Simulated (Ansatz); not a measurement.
Space group Fd-3m:1 (No. 227). a = 7.359 Å, b = 7.359 Å, c = 7.359 Å, α = 90.00°, β = 90.00°, γ = 90.00°
| atom | site | symmetry | x | y | z |
| --- | --- | --- | --- | --- | --- |
| Sc | 8a | -43m | 0.5000 | 0.0000 | 0.5000 |
| Ir | 16d | .-3m | 0.1250 | 0.6250 | 0.1250 |

Equation of state of this ScIr2 structure (not necessarily the ground state), with shape and atoms relaxed at each volume where symmetry leaves them free. It has no gap at any of these volumes. Level of theory: DFT r2SCAN, scalar-relativistic, plane waves, PAW in Ansatz.

Plane waves to 500 eV, a k mesh through Γ of 8×8×8 on the computed 6-atom cell and Gaussian smearing (0.10 eV); no spin polarisation.

| V (Å³/atom) | E − E(largest V) (meV/atom) | P (GPa) |
| --- | --- | --- |
| 14.612 | 120.30 | 40.25 |
| 15.110 | 15.52 | 27.52 |
| 15.609 | -52.85 | 16.77 |
| 16.107 | -90.44 | 7.67 |
| 16.605 | -102.01 | -0.01 |
| 17.103 | -91.59 | -6.51 |
| 17.601 | -62.59 | -11.99 |
| 18.265 | 0.00 | -17.97 |

**Question.** Fit a third-order Birch–Murnaghan equation to E(V).

**Answer.** V0 = 16.60 Å³/atom, B0 = 235 GPa, B0' = 4.6.

Spin-orbit coupling is left out, which matters for the bands of heavy elements.

Cost: 8 runs of about 3.6 core-minutes in all, on Arm Neoverse V2 (shared hosts).